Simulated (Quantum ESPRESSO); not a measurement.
Kohn-Sham bands of CsGeBr3 (R3m)

```xyz
5
Lattice="3.9693 2.2917 3.3350 -3.9693 2.2917 3.3350 0.0000 -4.5833 3.3350" Properties=species:S:1:pos:R:3 pbc="T T T"
Cs     0.0000     0.0000     0.0130
Ge     0.0000     0.0000     4.7731
Br     2.0767     1.1990    -3.2029
Br    -2.0767     1.1990    -3.2029
Br     0.0000    -2.3980    -3.2029
```

Materials Project entry mp-1068340; symmetrised, unrelaxed at this level. Not found in the COD (Crystallography Open Database) copy used; not checked further. Computed values, not measurements, from PBEsol: Quantum ESPRESSO (norm-conserving PseudoDojo potentials, cutoff 63 Ry, spinors with spin-orbit coupling) on a Γ-centred 4×4×4 mesh, then Wannier90. Density: 6×6×6 mesh, cold smearing 0.01 Ry.

Question: List the Kohn-Sham levels between −8 and 4.1 eV relative to the valence-band maximum at the high-symmetry points, as a band run of pw.x on that density gives them (levels within 2 meV counted together).

Answer: 
```json
[
 {"point": "Γ", "k (reciprocal lattice)": "0.000 0.000 0.000", "levels (eV)": "-7.77 (×2), -7.76 (×2), -7.31 (×2), -4.88 (×2), -4.82 (×2), -4.26 (×2), -2.57 (×2), -2.57 (×2), -2.50 (×2), -2.27 (×2), -2.05 (×2), -2.02 (×2), 2.90 (×2), 3.81 (×2), 3.82 (×2), 4.06 (×2)"},
 {"point": "T", "k (reciprocal lattice)": "0.500 0.500 0.500", "levels (eV)": "-7.83 (×2), -7.83 (×2), -3.54 (×2), -3.53 (×2), -3.31 (×2), -3.02 (×2), -2.89 (×2), -2.07 (×2), -1.76 (×4), 0.00 (×2), 1.10 (×2), 1.30 (×2), 1.36 (×2)"},
 {"point": "H_2", "k (reciprocal lattice)": "0.519 0.481 0.500", "levels (eV)": "-7.83 (×2), -7.83 (×2), -3.56, -3.55, -3.53, -3.52, -3.31, -3.31, -3.04, -3.01, -2.89 (×2), -2.07, -2.07, -1.77, -1.76, -1.76, -1.75, -0.03, -0.01, 1.11, 1.12, 1.30, 1.32, 1.38, 1.38"},
 {"point": "H_0", "k (reciprocal lattice)": "0.500 -0.481 0.481", "levels (eV)": "-7.83 (×2), -7.83 (×2), -3.56, -3.55, -3.53, -3.52, -3.31, -3.31, -3.04, -3.01, -2.89 (×2), -2.07, -2.07, -1.77, -1.76, -1.76, -1.75, -0.03, -0.01, 1.11, 1.12, 1.30, 1.32, 1.38, 1.38"},
 {"point": "L", "k (reciprocal lattice)": "0.500 0.000 0.000", "levels (eV)": "-7.90 (×2), -7.73 (×2), -7.72 (×2), -4.79 (×2), -4.66 (×2), -3.35 (×2), -2.84 (×2), -2.65 (×2), -2.54 (×2), -2.41 (×2), -2.28 (×2), -1.57 (×2), 2.10 (×2)"},
 {"point": "S_0", "k (reciprocal lattice)": "0.491 -0.491 0.000", "levels (eV)": "-7.77 (×2), -7.72 (×2), -4.63, -4.63, -3.74, -3.72, -3.26, -3.24, -2.97, -2.95, -2.77, -2.75, -2.66, -2.65, -2.47, -2.46, -1.86 (×2), -0.77, -0.76, 1.61, 1.62, 1.82, 1.83"},
 {"point": "S_2", "k (reciprocal lattice)": "0.509 0.000 0.491", "levels (eV)": "-7.77 (×2), -7.72 (×2), -4.63, -4.63, -3.74, -3.72, -3.26, -3.24, -2.97, -2.95, -2.77, -2.75, -2.66, -2.65, -2.47, -2.46, -1.86 (×2), -0.77, -0.76, 1.61, 1.62, 1.82, 1.83"},
 {"point": "F", "k (reciprocal lattice)": "0.500 0.000 0.500", "levels (eV)": "-7.77 (×2), -7.72 (×2), -4.63 (×2), -3.73 (×2), -3.25 (×2), -2.96 (×2), -2.76 (×2), -2.66 (×2), -2.47 (×2), -1.86 (×2), -0.77 (×2), 1.61 (×2), 1.82 (×2)"}
]
```
